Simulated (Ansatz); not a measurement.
# Vibrational response of B$_{2}$P$_{3}$

Method: Ansatz, DFT PBE, scalar-relativistic, plane waves, PAW. Settings: 420 eV plane-wave cutoff, Γ-centred 12×12×4 mesh, Gaussian smearing of 0.10 eV. No spin polarisation. Phonons by linear response, acoustic sum rule imposed.

Relaxed structure:
```yaml
crystal:
  lattice:
    - [3.26057, 0.00000, 0.00000]
    - [-1.63028, 2.82373, 0.00000]
    - [0.00000, 0.00000, 13.66560]
  atoms:
    - { symbol: B, position: [0.33333, 0.66667, 0.18569] }
    - { symbol: B, position: [0.33333, 0.66667, 0.76026] }
    - { symbol: B, position: [0.66667, 0.33333, 0.37709] }
    - { symbol: B, position: [0.00000, 0.00000, 0.56878] }
    - { symbol: P, position: [0.33333, 0.66667, 0.04182] }
    - { symbol: P, position: [0.33333, 0.66667, 0.61629] }
    - { symbol: P, position: [0.66667, 0.33333, 0.23270] }
    - { symbol: P, position: [0.00000, 0.00000, 0.42464] }
    - { symbol: P, position: [0.66667, 0.33333, 0.80906] }
    - { symbol: P, position: [0.00000, 0.00000, 0.95569] }
```

The cell was found from a proposed guess, not taken from experiment. In a metal, frequencies depend on the k mesh and the smearing, soft modes most. No dispersion correction is applied, so modes and constants that involve weak contacts between layers, chains or molecules come out too soft.

Question: Is this structure stable against zone-centre distortions?

Answer: Yes, at Γ: no optical mode is imaginary. Strains and other wave vectors aren't tested by this run.

Question: List the optical modes at Γ (i marks imaginary ones).

Answer:
```tsv
frequency (cm⁻¹)	degeneracy
104	2
139	2
180	1
181	2
212	2
247	1
358	1
416	2
447	1
512	1
705	2
723	1
729	2
730	1
737	2
755	1
756	2
774	1
```
